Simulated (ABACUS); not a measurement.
Input and output of a self-consistent single point for CdSe (P6_3mc, 4 atoms in the cell; from Materials Project mp-1070, changed as shown) (ABACUS).

Computed with PBE, PseudoDojo 0.5 standard norm-conserving PBE (tails mended) pseudopotentials (plane waves; ABACUS).

The change in words: volume scaled by 1.06. Reference geometry (P6_3mc):
```xyz
4
Lattice="4.3461 0.0000 0.0000 -2.1730 3.7638 0.0000 0.0000 0.0000 7.0898" Properties=species:S:1:pos:R:3 pbc="T T T"
Cd     2.1730     1.2546     3.5446
Cd     0.0000     2.5092     7.0895
Se     2.1730     1.2546     6.2101
Se     0.0000     2.5092     2.6651
```

Reference input (self-consistent single point, DFT, PBE, plane waves, PseudoDojo 0.5 standard norm-conserving PBE (tails mended) pseudopotentials): KPT = Gamma 5 5 3 0 0 0; basis_type = pw; dft_functional = PBE; ecutwfc = 102 Ry; smearing_method = fd; smearing_sigma = 0.00367493 Ry; potentials = PseudoDojo 0.5 standard norm-conserving PBE (tails mended); symmetry = 1; ks_solver = dav_subspace; scf_nmax = 100; scf_thr = 1.0e-09 Ry; mixing_type = broyden. This run's input differs from it in these lines:

```diff
@@ -27,5 +27,5 @@
 LATTICE_VECTORS
-   4.3460900000    0.0000000000    0.0000000000
-  -2.1730450000    3.7638240000    0.0000000000
-   0.0000000000    0.0000000000    7.0898400000
+   4.4313300000    0.0000000000    0.0000000000
+  -2.2156650000    3.8376440000    0.0000000000
+   0.0000000000    0.0000000000    7.2288930000
 
@@ -37,4 +37,4 @@
 2
-   2.1730471730    1.2546067454    3.5445655080
-  -0.0000021730    2.5092172546    7.0894855080
+   2.2156672157    1.2792133875    3.6140850554
+  -0.0000022157    2.5584306125    7.2285315554
 
@@ -43,4 +43,4 @@
 2
-   2.1730471730    1.2546067454    6.2100617544
-  -0.0000021730    2.5092172546    2.6651417544
+   2.2156672157    1.2792133875    6.3318596676
+  -0.0000022157    2.5584306125    2.7174131676
 # file: KPT
```

Output, abridged:

```
 SELF-CONSISTENT
 -------------------------------------------
                                 init_chg = atomic

 PW ALGORITHM --------------- ION=   1  ELEC=   1--------------------------------

 Notice: Threshold on eigenvalues was too large.

 Density error is 0.182858128636
                          Error Threshold = 0.000256309226544
 E_KohnSham     -1186.4467184419     -16142.4357442121
 E_Fermi        0.4761326487         6.4781170257

 PW ALGORITHM --------------- ION=   1  ELEC=   2--------------------------------

 Density error is 0.0207102944501
                          Error Threshold = 0.000253969623106
   [... lines left out ...]

 Density error is 1.44775236127e-09
                          Error Threshold = 1.08217681452e-10
 E_KohnSham     -1186.4628870058     -16142.6557288087
 E_Fermi        0.4999514574         6.8021885441

 PW ALGORITHM --------------- ION=   1  ELEC=  10--------------------------------

 Density error is 2.05358606807e-10
                          Error Threshold = 2.01076716844e-12
 E_KohnSham     -1186.4628870065     -16142.6557288185
 E_KS(sigma->0) -1186.4628783191     -16142.6556106203
 E_entropy(-TS) -0.0000173748        -0.0002363965
 E_Fermi        0.4999529874         6.8022093613
 charge density convergence is achieved
 final etot is -16142.655729 eV
 EFERMI = 6.8022093613 eV

 STATE ENERGY(eV) AND OCCUPATIONS    NSPIN == 1
   [... 43 lines left out ...]

 TOTAL-FORCE (eV/Angstrom)
                       Cd1        -0.0000819338         0.0000473045         0.0031305131
                       Cd2         0.0000819338        -0.0000473045         0.0031305131
                       Se1        -0.0001298936         0.0000749941        -0.0031305131
                       Se2         0.0001298936        -0.0000749941        -0.0031305131

 TOTAL-STRESS (KBAR)
       -13.1672648711         0.0035194051        -0.0000000000
         0.0035194051       -13.1632034311         0.0000000000
         0.0000000000         0.0000000000       -13.5959198504
 TOTAL-PRESSURE: -13.308796 KBAR

 --------------------------------------------
 !FINAL_ETOT_IS -16142.6557288185213110 eV
 --------------------------------------------
```

The run converged in 10 iterations. Against the reference run the free energy is nearly the same (within 1 meV/atom), the pressure goes from 1.25 to -1.33 GPa and the largest force goes from 0.009 to 0.003 eV/Å.

The structure comes from a collection of computed structures, made at another level of theory; the collection holds predicted forms beside known ones.

Cost on one core: roughly 6 core-minutes.

“Tails mended”: in these copies of the files the far tail of each local potential was reset to the Coulomb form.
